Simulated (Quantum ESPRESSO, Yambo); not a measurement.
## LiLa₂O₃H: DFT and GW levels

Space group Immm (No. 71); a = 3.582 Å, b = 3.798 Å, c = 12.931 Å, α = β = γ = 90.00°

```tsv
atom	site	symmetry	x	y	z
H	2b	mmm	0.5000	0.0000	0.0000
Li	2a	mmm	0.0000	0.0000	0.0000
O	2d	mmm	0.0000	0.5000	0.0000
O	4i	mm2	0.0000	0.0000	0.1772
La	4i	mm2	0.0000	0.0000	0.3635
```
(The calculation used a cell of 7 atoms; values per cell refer to that cell.)

The geometry is that of Materials Project entry mp-24148, symmetrised and not relaxed again.

Starting point: norm-conserving PBEsol (Quantum ESPRESSO, 110 Ry, scalar-relativistic). G0W0 in Yambo: 4×4×4 Γ-centred k mesh, bands 2 to 101 and a 6 Ry block in the screening, 101 bands in G with the Bruneval-Gonze terminator, plasmon pole fitted at 27.2 eV.

```
Quantity                                                                             Value
---------------------------------------------------------------------------------  -------
PBEsol gap along the band path                                                     1.83 eV
PBEsol gap between the mesh's edge points ((0, -0.5, -0.5) → (0.25, 0.25, -0.25))  1.83 eV
G0W0 gap between the same points                                                   3.29 eV
PBEsol smallest direct gap on the mesh (at (-0.5, -0.5, -0.5))                     2.61 eV
G0W0 direct gap at that point                                                      4.08 eV
```

```
k point              band  E PBEsol (eV)  E QP (eV)  shift (eV)     Z
-------------------  ----  -------------  ---------  ----------  ----
Γ                      VB          -1.31      -1.74       -0.42  0.78
Γ                      CB           1.94       2.93        0.99  0.82
(0, 0, -0.5)           VB          -0.81      -1.21       -0.40  0.78
(0, 0, -0.5)           CB           3.60       6.24        2.65  0.79
(0, -0.5, 0)           VB          -0.63      -1.07       -0.43  0.79
(0, -0.5, 0)           CB           3.65       6.61        2.96  0.79
(0, -0.5, -0.5)        VB           0.00      -0.54       -0.54  0.79
(0, -0.5, -0.5)        CB           3.15       5.35        2.20  0.80
(0.25, 0.25, 0.25)     VB          -1.11      -1.56       -0.45  0.78
(0.25, 0.25, 0.25)     CB           3.51       6.00        2.48  0.80
(0.25, 0.25, -0.25)    VB          -0.93      -1.42       -0.49  0.79
(0.25, 0.25, -0.25)    CB           1.83       2.75        0.91  0.83
(-0.5, -0.5, -0.5)     VB          -0.68      -1.17       -0.49  0.79
(-0.5, -0.5, -0.5)     CB           1.93       2.91        0.98  0.83
```

Energies count from the PBEsol valence-band maximum.

Convergence of the G0W0 settings was not tested.

The 4f states are in the valence at their DFT position.

The structure is a Materials Project entry; no match was found in the copy of COD used, and its stability was not checked.
